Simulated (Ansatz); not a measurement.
AlN:
```xyz
8
Lattice="5.2939 0.0000 0.0000 0.0000 5.2939 0.0000 0.0000 0.0000 3.1087" Properties=species:S:1:pos:R:3 pbc="T T T"
Al     1.7092     3.5847     0.0000
Al     3.5847     1.7092     0.0000
Al     4.3561     4.3561     1.5544
Al     0.9378     0.9378     1.5544
N      1.6691     1.6691     0.0000
N      3.6247     3.6247     0.0000
N      0.9778     4.3161     1.5544
N      4.3161     0.9778     1.5544
```

Relaxed with PBEsol. DFT-PBEsol in the program Ansatz with PAW potentials gives a gap of 3.75 eV.

### Question
What gap does HSE06 give on the same cell (Ansatz, PAW)?

### Answer
5.15 eV, 1.40 eV more. The hybrid was solved on a coarser mesh and at special points; the gap given is the minimum over both.

| k | v1 PBEsol | c1 PBEsol | v1 HSE06 | c1 HSE06 |
|---|---|---|---|---|
| Γ | -0.02 | 3.75 | -0.01 | 5.15 |
| Z | -1.52 | 5.90 | -1.63 | 7.39 |
| M | -0.96 | 5.96 | ___ | ___ |
| A | -0.98 | 5.11 | ___ | ___ |
| R | -0.69 | 6.18 | ___ | ___ |
| X | -0.62 | 5.74 | ___ | ___ |

### Question
Top valence (v1) and lowest conduction level (c1) in eV from each method's valence maximum (which need not be a listed point): supply the withheld HSE06 values.

### Answer

- M, v1 HSE06: -1.05
- M, c1 HSE06: 7.49
- A, v1 HSE06: -1.05
- A, c1 HSE06: 6.54
- R, v1 HSE06: -0.76
- R, c1 HSE06: 7.68
- X, v1 HSE06: -0.69
- X, c1 HSE06: 7.24

Cost on shared cores: the PBEsol run (SCF on a 5×5×9 mesh, then bands and DOS) around 60 core-seconds (rough), the HSE06 run (SCF on 3×3×5, then a few points) around 2.9 core-minutes (rough); the tasks are unlike.

Space group P4_2/mnm. The start of the workflow was typed in or built on a structure type; neither database checked (COD, Materials Project) lists it. It is not the phase usual at ambient conditions (space group No. 186, 216). The PBEsol relaxation kept the symmetry of its start; its stability against distortions is not shown here.

Potentials: the earlier of the program's two PAW sets. The files were generated under PBE; for other functionals the program regenerates the frozen cores, and for LDA and PBEsol the local potential too.
